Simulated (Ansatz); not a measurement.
TePb$_{2}$S:
```xyz
4
Lattice="4.4473 0.0000 0.0000 0.0000 4.4473 0.0000 0.0000 0.0000 6.2904" Properties=species:S:1:pos:R:3 pbc="T T T"
Te     2.2237     2.2237     0.0000
Pb     0.0000     0.0000     0.0000
Pb     2.2237     2.2237     3.1452
S      0.0000     0.0000     3.1452
```

Relaxed with r²SCAN.

Q: Map the electron localisation function on the plane through (0.500, 0.500, 0.000) spanned by u = [0, 0, 1] and v = [1, 1, 0] in lattice vectors, from plane-wave PAW r²SCAN (Ansatz code).

A: x is the fraction of u, y of v (the angle between them is 90°; rows are the nearest grid lines); atoms in the plane: Te at (0.00, 0.00), Pb at (0.00, 0.50), Pb at (0.50, 0.00), S at (0.50, 0.50).
```
|@ .-+**+=-===:....:===-=+**+-. @|
|...-+**+=-===:....:===-=+**+-...|
|--=++**+---===----===---+**++=--|
|++++*#*=-:--========--:-=*#*++++|
|****#*+-:::--======--:::-+*#****|
|++++=-:.....::::::::.....:-=++++|
|==---:.....:::----:::.....:---==|
|----::....:-=++**++=-:....::----|
|====--:.:-+#%%%%%%%%#+-:.:--====|
|=====-:::=*%%%%%%%%%%*=:::-=====|
|::-===-::+#%%%####%%%#+::-===-::|
|...-==-:-*%%%#:..:#%%%*-:-==-...|
|...-==-:-*%%%#:..:#%%%*-:-==-...|
|::-===-::+#%%%####%%%#+::-===-::|
|=====-:::=*%%%%%%%%%%*=:::-=====|
|====--:.:-+#%%%%%%%%#+-:.:--====|
|----::....:-=++**++=-:....::----|
|==---:.....:::----:::.....:---==|
|++++=-:.....::::::::.....:-=++++|
|****#*+-:::--======--:::-+*#****|
|++++*#*=-:--========--:-=*#*++++|
|--=++**+---===----===---+**++=--|
|...-+**+=-===:....:===-=+**+-...|
|@ .-+**+=-===:....:===-=+**+-. @|
```
Scale: ten equal steps from -0.113 (start of ' ') to 1.00 (end of '@'), in the order ' .:-=+*#%@'; x runs from 0.000 to 1.00, y from 0.000 (bottom) to 1.00 (top).

The density is the valence pseudo-density with augmentation charge, so density and ELF within about 1 Å of a nucleus are not all-electron values.

Space group P4/mmm. The first step of the workflow began from a Materials Project structure, measured or hypothetical; the Crystallography Open Database copy checked does not list it. With Te and S taken as one species the cell has the higher symmetry Fm-3m, so it may be an ordered model of a mixed-site phase. Whether it is the stable phase at ambient conditions was not checked. The r²SCAN relaxation kept the symmetry of its start. At this level the phase is dynamically unstable (imaginary phonons). Spin–orbit coupling is left out wherever it is not named.

Potentials: the later of the program's two PAW sets.
